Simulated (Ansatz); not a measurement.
Input:

ZrRu:
```yaml
crystal:
  lattice:
    - [0.00000, 2.64356, 2.64356]
    - [2.64356, 0.00000, 2.64356]
    - [2.64356, 2.64356, 0.00000]
  atoms:
    - { symbol: Ru, position: [0.00000, 0.00000, 0.00000] }
    - { symbol: Zr, position: [0.50000, 0.50000, 0.50000] }
```

This is the PBEsol-relaxed structure.

Task: All from DFT-PBEsol in the program Ansatz with PAW potentials, unless another level is named. Estimate the bulk modulus (Birch–Murnaghan fit).

Result: 154 GPa.

Task: Give the highest zone-centre frequency.

Result: 170 cm⁻¹.

Space group Fm-3m (rock salt). The start of the workflow was typed in or built on a structure type; neither database checked (COD, Materials Project) lists it. COD files the formula under space group No. 221. Its standing as an ambient phase is unchecked. The PBEsol relaxation kept the symmetry of its start. At this level the phase is mechanically unstable. No spin polarisation was allowed. As this level gives no gap, phonon frequencies hold no LO–TO term and depend on the k-mesh and smearing (Fermi–Dirac, 0.1 eV here).

Potentials: the earlier of the program's two PAW sets. The files were generated under PBE; for other functionals the program regenerates the frozen cores, and for LDA and PBEsol the local potential too.
